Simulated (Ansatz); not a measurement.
# TiAl3, first-principles data

TiAl$_{3}$:
```yaml
crystal:
  lattice:
    - [2.75365, 0.00000, 0.00000]
    - [0.00000, 4.63397, 0.00000]
    - [0.00000, 0.00000, 4.84798]
  atoms:
    - { symbol: Ti, position: [0.00000, 0.50000, 0.16292] }
    - { symbol: Al, position: [0.50000, 0.50000, 0.66376] }
    - { symbol: Al, position: [0.50000, 0.00000, 0.33278] }
    - { symbol: Al, position: [0.00000, 0.00000, 0.84054] }
```

Space group Pmm2 (No. 25); conventional cell a = 2.754 Å, b = 4.634 Å, c = 4.848 Å, α = β = γ = 90.00°.

Method: plane-wave PAW LDA (Ansatz code). Structure relaxed to zero pressure with the same functional. Other levels are named where they apply.

### Cell and energy

```yaml
volume_per_atom: 15.47 Å³
density: 3.46 g/cm³
Formation energy from the elements (no fitted shifts): -24 kJ/mol-atom
```

### Electronic structure

```yaml
electronic_character: metallic (no gap)
Density of states at the Fermi level: 0.65 states/eV per atom (mean over ±0.08 eV)
```

### Mechanics

```yaml
Bulk modulus (Birch–Murnaghan fit): 108 GPa
Pressure derivative B′: 4.1
```

### Phonons

```yaml
highest_zone_centre_frequency: 337 cm⁻¹
zone_centre_stability: no imaginary mode at Γ
```

The first step of the workflow began from a Materials Project structure, measured or hypothetical; the Crystallography Open Database copy checked does not list it. With Ti and Al taken as one species the cell has the higher symmetry P6_3/mmc, so it may be an ordered model of a mixed-site phase. Whether it is the stable phase at ambient conditions was not checked. The LDA relaxation kept the symmetry of its start. No spin polarisation was allowed. As this level gives no gap, phonon frequencies hold no LO–TO term and depend on the k-mesh and smearing (Fermi–Dirac, 0.1 eV here). Axis ratios of metals converge slowly with the k-mesh, so a and c are less sure than the volume. The references are the lowest solids computed at this level, not always the standard phases.

Potentials: the later of the program's two PAW sets.
